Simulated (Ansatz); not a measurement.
Ga₃Ir:
Space group P4₂/mnm (No. 136); a = b = 6.517 Å, c = 6.614 Å, α = β = γ = 90.00°

```json
[
 {"atom": "Ga", "site": "4c", "symmetry": "2/m..", "x": "0.0000", "y": "0.5000", "z": "0.0000"},
 {"atom": "Ga", "site": "8j", "symmetry": "..m", "x": "0.1377", "y": "0.1377", "z": "0.2413"},
 {"atom": "Ir", "site": "4f", "symmetry": "m.2m", "x": "0.3398", "y": "0.3398", "z": "0.0000"}
]
```

Relaxed with r²SCAN. 

Problem. HSE06 on this cell (Ansatz, a first-principles code, PAW) gives a gap of 0.22 eV. What does r²SCAN give?

Solution. 0.19 eV.

Cost on shared cores: the r²SCAN run (SCF on a 5×5×4 mesh, then bands and DOS) very roughly 15 core-minutes, the HSE06 run (SCF on 3×3×3, then a few points) around 25 core-minutes (rough); the tasks are unlike.

Space group P4_2/mnm. The workflow started from a Materials Project entry (that database holds measured and hypothetical structures alike); the Crystallography Open Database copy checked does not list it. Its standing as an ambient phase is unchecked. The r²SCAN relaxation kept the symmetry of its start; whether a distortion lowers the energy is not shown. The run is not spin-polarised. Spin–orbit coupling is left out wherever it is not named.

Potentials: the later of the program's two PAW sets.

Ansatz is a plane-wave DFT program.
